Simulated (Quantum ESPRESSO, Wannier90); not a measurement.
## Wannier functions of GaN (zinc blende)

```xyz
2
Lattice="0.0000 2.2535 2.2535 2.2535 0.0000 2.2535 2.2535 2.2535 0.0000" Properties=species:S:1:pos:R:3 pbc="T T T"
Ga     0.0000     0.0000     0.0000
N      1.1267     1.1267     1.1267
```

Structure: Materials Project mp-830, symmetrised, not relaxed again. Not found in the COD (Crystallography Open Database) copy used, which has the formula in other groups; not checked further. Method: PBE plane waves in Quantum ESPRESSO 7.5 (PseudoDojo norm-conserving files, 68 Ry, no spin polarisation, no spin-orbit coupling), Bloch states on a 12×12×12 mesh through Γ, Wannier90 4.0.1. Density: 12×12×12 mesh, cold smearing 0.01 Ry.

The plane-wave run has 20 bands and 18 electrons a cell. On the energy scale of pw.x, whose zero is arbitrary, the valence-band maximum lies at 10.59 eV.

Isolated groups of bands, relative to the valence-band maximum (bands from 10 on overlap up to the last one computed):

```json
[
 {"bands": "1", "from (eV)": "-15.91", "to (eV)": "-14.90", "filling": "filled", "weight on atomic waves": "Ga 3d 40 %, N 2s 40 %, Ga 4p 14 %"},
 {"bands": "2–6", "from (eV)": "-13.57", "to (eV)": "-11.23", "filling": "filled", "weight on atomic waves": "Ga 3d 91 %, N 2s 5 %"},
 {"bands": "7–9", "from (eV)": "-7.02", "to (eV)": "0.00", "filling": "filled", "weight on atomic waves": "N 2p 71 %, Ga 4p 15 %, Ga 4s 9 %"}
]
```

Input w.win, without the blocks of cell, atoms and k-points (1728 lines):

```
num_bands = 15
num_wann = 8
exclude_bands = 2-6
num_iter = 800
conv_tol = 1.0e-6
conv_window = 4
dis_num_iter = 1000
dis_conv_tol = 1.0e-6
dis_froz_max = 13.85
dis_win_max = 23.55
write_hr = true
write_u_matrices = true
begin projections
Ga: s;p
N: s;p
end projections
mp_grid = 12 12 12
```

wannier90.x stops with:
```
dis_windows: Energy window contains fewer states than number of target WFs
```
At some k-point the outer window holds fewer bands than num_wann, so no subspace of that size can be extracted. Mended as below, all else unchanged, the run goes through (Ω_I = 8.0 Å²) and follows the plane-wave bands to 0.8 meV rms (states up to 2.8 eV relative to the valence-band maximum).
Remove the line dis_win_max = 23.55.
